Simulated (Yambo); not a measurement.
Absorption of KBH₄ (space group P2_1/m, No. 11, within 0.06 Å of P4_2/nmc) with and without the electron-hole interaction (Yambo, PBEsol bands; 4×4×4 mesh, 8 valence and 16 conduction bands, static screening with 69 bands and a 3 Ry block, scissor 3.20 eV, Tamm-Dancoff; field along x). Axes are Cartesian, with cell vectors (Å) (4.66, 0.00, 0.00), (0.00, 4.68, 0.00), (-0.01, 0.00, 6.55).

| E (eV) | Im ε, BSE | Im ε, independent quasiparticles |
|---|---|---|
| 6.82 | 0.27 | 0.03 |
| 6.92 | 0.32 | 0.04 |
| 7.02 | 0.38 | 0.04 |
| 7.12 | 0.46 | 0.04 |
| 7.22 | 0.57 | 0.04 |
| 7.32 | 0.73 | 0.04 |
| 7.42 | 0.97 | 0.05 |
| 7.52 | 1.35 | 0.05 |
| 7.62 | 1.99 | 0.05 |
| 7.72 | 3.21 | 0.06 |
| 7.82 | 5.75 | 0.06 |
| 7.92 | 10.8 | 0.07 |
| 8.02 | 15.3 | 0.07 |
| 8.12 | 11.0 | 0.08 |
| 8.23 | 5.90 | 0.08 |
| 8.33 | 3.44 | 0.09 |
| 8.43 | 2.34 | 0.10 |
| 8.53 | 1.95 | 0.11 |
| 8.63 | 1.94 | 0.13 |
| 8.73 | 1.84 | 0.15 |
| 8.83 | 1.82 | 0.17 |
| 8.93 | 1.81 | 0.20 |
| 9.03 | 1.65 | 0.25 |
| 9.13 | 1.69 | 0.31 |
| 9.23 | 1.73 | 0.42 |
| 9.33 | 1.49 | 0.63 |
| 9.43 | 1.24 | 0.95 |
| 9.53 | 1.11 | 1.20 |
| 9.63 | 1.06 | 1.26 |
| 9.73 | 1.14 | 1.41 |
| 9.83 | 1.34 | 1.84 |
| 9.93 | 1.39 | 2.06 |
| 10.03 | 1.44 | 2.34 |
| 10.13 | 1.54 | 3.19 |
| 10.23 | 1.72 | 4.05 |
| 10.33 | 2.00 | 3.76 |
| 10.43 | 2.24 | 3.38 |
| 10.53 | 2.66 | 3.25 |
| 10.63 | 3.13 | 3.24 |
| 10.73 | 3.69 | 3.08 |
| 10.83 | 3.82 | 3.06 |
| 10.93 | 3.59 | 2.86 |
| 11.03 | 3.32 | 2.59 |
| 11.13 | 3.49 | 2.62 |
| 11.23 | 3.12 | 2.99 |
| 11.33 | 2.60 | 3.15 |
| 11.43 | 2.20 | 3.17 |
| 11.54 | 1.91 | 2.96 |
| 11.64 | 1.64 | 2.79 |
| 11.74 | 1.56 | 2.68 |
| 11.84 | 1.40 | 2.69 |
| 11.94 | 1.33 | 2.53 |
| 12.04 | 1.17 | 2.47 |
| 12.14 | 1.07 | 2.57 |
| 12.24 | 0.89 | 2.49 |
| 12.34 | 0.86 | 2.18 |
| 12.44 | 0.82 | 2.19 |
| 12.54 | 0.78 | 2.54 |
| 12.64 | 0.77 | 2.87 |
| 12.74 | 0.71 | 3.24 |
| 12.84 | 0.81 | 3.82 |
| 12.94 | 0.82 | 3.73 |
| 13.04 | 0.80 | 3.62 |
| 13.14 | 0.76 | 3.80 |
| 13.24 | 0.80 | 3.76 |
| 13.34 | 0.80 | 3.29 |
| 13.44 | 0.71 | 2.60 |
| 13.54 | 0.69 | 2.18 |
| 13.64 | 0.58 | 2.23 |
| 13.74 | 0.56 | 2.27 |

The scissor comes from a G0W0 run whose convergence isn't established. Broadening 0.15 eV. The band window holds all transitions up to 15.4 eV. Fine structure above the onset can come from the mesh.

Geometry of the Materials Project entry, not relaxed at this level; primitive cell a = 4.6634 Å, b = 4.6777 Å, c = 6.5486 Å, α = γ = 90.00°, β = 90.07°.

The structure is a Materials Project entry; no match was found in the copy of COD used, and its stability was not checked.
